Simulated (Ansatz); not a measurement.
# HfRu: elastic constants from stress and strain

```
CELL_PARAMETERS angstrom
3.22500 0.00000 0.00000
0.00000 3.22500 0.00000
0.00000 0.00000 3.22500
ATOMIC_POSITIONS crystal
Hf 0.00000 0.00000 0.00000
Ru 0.50000 0.50000 0.50000
```

Atom numbers follow the list: Hf1, Ru2.

The geometry is COD entry 1523508, unchecked; take it as a test cell.

No spin–orbit coupling, which matters for the heavy atoms here.

Level of theory: DFT, PBEsol, all-electron LAPW, scalar-relativistic (Ansatz 0.2.0).

Numerical set-up: a Γ-centred 11×11×11 k mesh, Fermi–Dirac smearing of 0.08 eV, basis error target 0.5 meV/atom, no spin polarisation.

The unstrained cell is at -3.03 GPa. Large strains and very small stresses are left out. Each strain is applied once, with fractional coordinates held (clamped ions), and σ below is the change of stress, positive in tension. One finite strain gives stress–strain coefficients at this pressure with an error of the order of the strain times third-order constants, a few per cent for each per cent of strain. In a metal the k mesh adds noise of tens of per cent to soft shears.

Estimate the stiffness probed by this change, and the stress that it gives: equal xy, yz and zx engineering shear strains of -1 %.

σxy = -0.82 GPa and γxy = 2εxy = -0.0100, so C44 (clamped ions) = σxy/γxy = 82 GPa.

Estimate the stiffness probed by this change, and the stress that it gives: equal xy, yz and zx engineering shear strains of +1 %.

σxy = 0.77 GPa and γxy = 2εxy = 0.0100, so C44 (clamped ions) = σxy/γxy = 77 GPa.

The two estimates of C44 (clamped ions) differ. Why, and which value is best?

Finite strains add third-order terms, and in a metal the k mesh adds noise; two strains on one mesh can't tell these apart, so neither value is shown to be the better.
